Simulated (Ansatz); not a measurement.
Cr3BPt:
```
Cr3BPt
1.0
    3.93309     0.00000     0.00000
    0.00000     3.93309     0.00000
    0.00000     0.00000     3.93309
Cr Pt B
3 1 1
Direct
  0.50000   0.50000   0.00000
  0.00000   0.50000   0.50000
  0.50000   0.00000   0.50000
  0.00000   0.00000   0.00000
  0.50000   0.50000   0.50000
```
The run is spin-polarised; directions of the spins, atom by atom: ↑ ↑ ↑ 0 ↓.

This is the r²SCAN-relaxed structure.

All from r²SCAN in the plane-wave PAW code Ansatz, unless another level is named. Predict the electronic character.

metallic (no gap).

Next, the density of states at the Fermi level?

0.60 states/eV per atom (mean over ±0.08 eV).

Predict the formation energy from the elements (no fitted shifts).

0.16 eV/atom.

Space group Pm-3m. The start of the workflow was typed in or built on a structure type; neither database checked (COD, Materials Project) lists it. Its standing as an ambient phase is unchecked. Symmetry was held in the r²SCAN relaxation; whether a distortion lowers the energy is not shown. Magnetic state: ferromagnetic, the only order run, not a proven ground state. The volume moved by -17 % from the start of the relaxation. Its formation energy is positive at this level, so the cell may be metastable or incomplete. The program gave a warning on the electronic state, which may not be the lowest. The references are the lowest solids computed at this level, not always the standard phases. Scalar-relativistic: spin–orbit coupling is off unless named, which matters more the heavier the elements.

Potentials: the earlier of the program's two PAW sets. The files were generated under PBE; for other functionals the program regenerates the frozen cores, and for LDA and PBEsol the local potential too.
